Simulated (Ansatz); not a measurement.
A geometry of Mo away from equilibrium: step 6 of the relaxation of a relaxed Mo cell, doubled along one cell vector, shaken by Gaussian noise of σ = 0.08 Å a coordinate. Method: PBEsol (plane waves to 420 eV, PAW, scalar-relativistic; Ansatz, a quantum-chemistry and plane-wave program). Γ-centred k-mesh 7×4×13 on the run's cell (coarser than for final values), Fermi–Dirac smearing 0.05 eV. The plane waves were selected for a different cell earlier on the path.

```
CELL_PARAMETERS angstrom
      4.87645    -0.13603    -0.03536
     -5.11206     8.46657     0.10395
     -0.01734     0.01941     2.55463
ATOMIC_POSITIONS crystal
  Mo 0.41630 0.99917 0.20119
  Mo 0.39877 0.48821 0.22470
  Mo 0.62600 0.29934 0.41144
  Mo 0.55610 0.78157 0.45356
  Mo 0.01779 0.19282 0.80903
  Mo 0.98016 0.70875 0.79612
```

What forces act on the atoms (eV/Å)?


```csv
atom,Fx,Fy,Fz
Mo1,-1.31,0.53,-0.70
Mo2,-1.30,-0.06,-0.78
Mo3,0.52,1.12,0.72
Mo4,0.76,0.79,0.31
Mo5,0.68,-1.50,0.16
Mo6,0.66,-0.87,0.29
```

The path ends in Im-3m (No. 229) (bcc (W type)). No spin polarisation in the result.

Of the parent cell (P6/mmm (No. 191)): it is a generated cell of Mo: the first start was made by placing the elements on the sites of a structure type, and the end was not matched to a known phase here, so it may be hypothetical. Known forms of Mo include space group No. 229.
